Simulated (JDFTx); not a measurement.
An input for JDFTx (a modified build) (Cu(111), linear PCM (GLSSA13), water, 1 M NaCl; bohr, hartree) and the course of its log:

```
lattice \
  4.7802984669 2.3901492429 0.0000000000 \
  0.0000000000 4.1398599087 0.0000000000 \
  0.0000000000 0.0000000000 41.9519199667
coords-type Lattice
ion Cu 0.0000000000 0.0000000000 -0.1395560930 0
ion Cu 0.3333333333 0.3333333333 -0.0465186980 0
ion Cu 0.6666666667 0.6666666667 0.0465186980 0
ion Cu 0.0000000000 0.0000000000 0.1395560930 0
ion-species pseudo/cu_pbe_v1.2.upf
elec-cutoff 20 100
elec-ex-corr gga-PBE
coulomb-interaction Slab 001
coulomb-truncation-embed 0 0 0
kpoint-folding 10 10 1
elec-smearing Fermi 0.01
elec-n-bands 50
target-mu -0.150305
electronic-scf nIterations 100 energyDiffThreshold 1e-10
fluid LinearPCM
pcm-variant GLSSA13
fluid-solvent H2O
fluid-cation Na+ 1
fluid-anion Cl- 1
fluid-minimize nIterations 400 knormThreshold 1e-11
wavefunction read f0.wfns
elec-initial-eigenvals f0.eigenvals
elec-initial-fillings read f0.fillings
fluid-initial-state f0.fluidState
dump-name f0_u0.$VAR
dump End State Ecomponents EigStats BandEigs Forces ElecDensity IonicPositions Fillings Kpoints Dtot FluidDebug BoundCharge FluidDensity
```

```
[one cycle in 5 is shown, and the last three; fluid-solver lines are left out]
	FillingsUpdate:  mu: -0.150305000  nElectrons: 76.740384
SCF: Cycle:  0   G: -795.585708797235384   dG: +3.390e-01   |Residual|: 8.370e-02   |deigs|: 9.595e-10
	FillingsUpdate:  mu: -0.150305000  nElectrons: 76.109990
SCF: Cycle:  5   G: -795.921797344827269   dG: -1.463e-02   |Residual|: 8.381e-03   |deigs|: 2.453e-03
	FillingsUpdate:  mu: -0.150305000  nElectrons: 76.055604
SCF: Cycle: 10   G: -795.925073805710326   dG: +1.337e-05   |Residual|: 2.748e-03   |deigs|: 8.361e-04
	FillingsUpdate:  mu: -0.150305000  nElectrons: 76.046408
SCF: Cycle: 15   G: -795.925110686854168   dG: +3.782e-06   |Residual|: 3.410e-04   |deigs|: 3.767e-04
	FillingsUpdate:  mu: -0.150305000  nElectrons: 76.048701
SCF: Cycle: 20   G: -795.925115959952223   dG: +9.261e-08   |Residual|: 5.062e-05   |deigs|: 1.911e-04
	FillingsUpdate:  mu: -0.150305000  nElectrons: 76.048803
SCF: Cycle: 25   G: -795.925116027437070   dG: +4.771e-08   |Residual|: 2.350e-05   |deigs|: 1.099e-05
	FillingsUpdate:  mu: -0.150305000  nElectrons: 76.049343
SCF: Cycle: 30   G: -795.925115998207730   dG: +1.738e-08   |Residual|: 4.553e-05   |deigs|: 1.262e-06
	FillingsUpdate:  mu: -0.150305000  nElectrons: 76.049119
SCF: Cycle: 35   G: -795.925116066573764   dG: -7.567e-09   |Residual|: 2.686e-05   |deigs|: 1.477e-06
	FillingsUpdate:  mu: -0.150305000  nElectrons: 76.049080
SCF: Cycle: 40   G: -795.925116074467724   dG: -1.165e-08   |Residual|: 1.137e-05   |deigs|: 2.929e-06
	FillingsUpdate:  mu: -0.150305000  nElectrons: 76.048985
SCF: Cycle: 45   G: -795.925116075126084   dG: -1.837e-09   |Residual|: 1.633e-05   |deigs|: 2.934e-06
	FillingsUpdate:  mu: -0.150305000  nElectrons: 76.049437
SCF: Cycle: 50   G: -795.925115988671450   dG: +8.359e-08   |Residual|: 7.209e-05   |deigs|: 1.164e-05
	FillingsUpdate:  mu: -0.150305000  nElectrons: 76.049139
SCF: Cycle: 55   G: -795.925116067644922   dG: -3.721e-08   |Residual|: 1.817e-05   |deigs|: 4.775e-06
	FillingsUpdate:  mu: -0.150305000  nElectrons: 76.048713
SCF: Cycle: 60   G: -795.925115978810027   dG: +9.651e-08   |Residual|: 3.455e-05   |deigs|: 9.458e-06
	FillingsUpdate:  mu: -0.150305000  nElectrons: 76.049051
SCF: Cycle: 65   G: -795.925116075694518   dG: -2.717e-08   |Residual|: 8.826e-06   |deigs|: 4.833e-06
	FillingsUpdate:  mu: -0.150305000  nElectrons: 76.049078
SCF: Cycle: 70   G: -795.925116073036406   dG: -3.488e-09   |Residual|: 2.760e-05   |deigs|: 4.211e-06
	FillingsUpdate:  mu: -0.150305000  nElectrons: 76.049257
SCF: Cycle: 75   G: -795.925116033612085   dG: +1.697e-08   |Residual|: 4.328e-05   |deigs|: 3.775e-06
	FillingsUpdate:  mu: -0.150305000  nElectrons: 76.049167
SCF: Cycle: 80   G: -795.925116063024575   dG: +5.417e-09   |Residual|: 2.885e-05   |deigs|: 1.272e-06
	FillingsUpdate:  mu: -0.150305000  nElectrons: 76.049221
SCF: Cycle: 85   G: -795.925116051957502   dG: +6.191e-09   |Residual|: 2.851e-05   |deigs|: 1.009e-06
	FillingsUpdate:  mu: -0.150305000  nElectrons: 76.049200
SCF: Cycle: 90   G: -795.925116055017270   dG: -1.188e-07   |Residual|: 2.458e-05   |deigs|: 8.925e-06
	FillingsUpdate:  mu: -0.150305000  nElectrons: 76.049508
SCF: Cycle: 95   G: -795.925115943928517   dG: +1.292e-07   |Residual|: 8.169e-05   |deigs|: 1.284e-05
	FillingsUpdate:  mu: -0.150305000  nElectrons: 76.049098
SCF: Cycle: 97   G: -795.925116073001959   dG: -2.186e-08   |Residual|: 2.810e-05   |deigs|: 3.892e-06
	FillingsUpdate:  mu: -0.150305000  nElectrons: 76.048817
SCF: Cycle: 98   G: -795.925116026195496   dG: +4.681e-08   |Residual|: 3.516e-05   |deigs|: 6.226e-06
	FillingsUpdate:  mu: -0.150305000  nElectrons: 76.049101
SCF: Cycle: 99   G: -795.925116072704668   dG: -4.651e-08   |Residual|: 3.145e-05   |deigs|: 7.356e-06
SCF: None of the convergence criteria satisfied after 100 iterations.
IonicMinimize: Iter:   0  G: -795.925116072704668  |grad|_K:  0.000e+00
IonicMinimize: Converged (|grad|_K<1.000000e-04).
```

This run gave no converged result. The loop ran out of cycles short of its threshold. It has stalled and not diverged: the last ten energies span 1e-07 Ha, so the total is near its end, but levels, forces and the electron count aren't shown converged.
